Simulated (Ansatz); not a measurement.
The calculation used Ansatz, DFT PBE, scalar-relativistic, plane waves, PAW, and for the lanthanide a 4f-in-core norm-conserving potential. Settings: cutoff 690 eV, Γ-centred meshes spaced at most about 0.3 Å⁻¹, and about 0.25 Å⁻¹ or finer for metals (2π included), Gaussian smearing. Collinear spin in cells that started with moments and kept them past the coarse steps, no spin elsewhere.

Temperature and zero-point effects are left out. All come from trial cells, and lower structures may exist.

Question: Order these relaxed structures of TmTaSe₄ by energy, lowest first, with the energy over the lowest of them.
A.

```xyz
6
Lattice="0.0000 4.9320 4.9320 4.9320 0.0000 4.9320 4.9320 4.9320 0.0000" Properties=species:S:1:pos:R:3 pbc="T T T"
Tm    4.9320    4.9320    4.9320
Ta    2.4660    2.4660    2.4660
Se    1.1014    3.8306    3.8306
Se    3.8306    1.1014    3.8306
Se    3.8306    3.8306    1.1014
Se    1.1014    1.1014    1.1014
```

B.

```xyz
6
Lattice="4.6207 0.0000 0.0000 0.0000 4.6207 0.0000 0.0000 0.0000 6.6653" Properties=species:S:1:pos:R:3 pbc="T T T"
Tm    0.0000    0.0000    0.0000
Ta    2.3104    2.3104    3.3326
Se    2.3104    0.0000    4.8839
Se    0.0000    2.3104    1.7813
Se    2.3104    0.0000    1.7813
Se    0.0000    2.3104    4.8839
```

C.

```xyz
6
Lattice="4.7129 0.0000 0.0000 -2.3565 4.0815 0.0000 0.0000 0.0000 6.4143" Properties=species:S:1:pos:R:3 pbc="T T T"
Tm    0.0000    0.0000    3.2071
Ta    0.0000    0.0000    0.0000
Se    0.0000    2.7210    4.9399
Se    0.0000    2.7210    1.4743
Se    2.3565    1.3605    4.9399
Se    2.3565    1.3605    1.4743
```

Answer: B (0 meV/atom), C (756 meV/atom), A (879 meV/atom). Forms: B Tm and Ta ordered on fluorite sites, P4/mmm, moments up to 0.5 μB; C P6/mmm, no spin; A F-43m, no spin. Counting Se atoms around Ta and Tm (those within 1.25 times the shortest such distance or 1.15 times the sum of covalent radii, 1.27 where that leaves under three; the shortest distance is added where it exceeds 1.18 times the sum of covalent radii): B has Tm 8, Ta 8; C has Tm 12, Ta 12; A has Tm 12 from 4.1 Å, Ta 4.

Spin–orbit coupling, which can matter for Ta, is left out. A magnetic state wasn't ruled out in cells without spin, among them P6/mmm. The magnetic state reached may not be the lowest. Cells relaxed within their symmetry can be saddle points. Some structure types and database cells were kept out of the candidates from the start, so a known form may be missing.

The lanthanide is trivalent by construction, without f bands, f moments or other valences.
